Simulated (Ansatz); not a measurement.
One crystal and one scan (energy over volume and axial ratio) at two levels, PBE (plane waves to 420 eV, PAW, scalar-relativistic; Ansatz, an electronic-structure program) and r2SCAN (plane waves to 500 eV, PAW, scalar-relativistic; Ansatz), each from its own relaxed cell and on its own mesh. The cell shown is that of PBE.

KCl (rock salt)

```
CELL_PARAMETERS angstrom
      0.00000     3.19058     3.19058
      3.19058     0.00000     3.19058
      3.19058     3.19058     0.00000
ATOMIC_POSITIONS crystal
  Cl 0.00000 0.00000 0.00000
  K  0.50000 0.50000 0.50000
```

The relaxed cell is deformed in two ways at once: its volume V is scaled, and at that volume it is stretched along z (the c axis of the conventional cell) so that c/a changes. Fractional atomic positions are held.

E stands for the smeared free energy. KCl was relaxed with its symmetry unable to fall. Percentages come from the unrounded values. Both scans cover V/V₀ from 0.920 to 1.080 and (c/a)/(c/a)₀ from 0.880 to 1.120.

Results of PBE:

| Property | Result |
|---|---|
| Lattice constant a (Å) | 6.381 |
| Band gap of the relaxed cell, no spin-orbit coupling (eV) | 5.05 |
| Shear modulus C′ = (C11 − C12)/2 (fit, atoms clamped) (GPa) | 15 |

### Question
What does r2SCAN give for the same quantities?

### Answer
```csv
quantity,r2SCAN,PBE − r2SCAN
Lattice constant a (Å),6.292,+0.089 (+1.4 %)
"Band gap of the relaxed cell, no spin-orbit coupling (eV)",5.83,-0.78 (-13 %)
"Shear modulus C′ = (C11 − C12)/2 (fit, atoms clamped) (GPa)",20,-5
```

PBE gives the higher value for: lattice constant a. PBE gives the lower value for: band gap of the relaxed cell, no spin-orbit coupling; shear modulus C′.

(Under strain, the slope of the energy per volume gives the stress and its curvature an elastic modulus.)
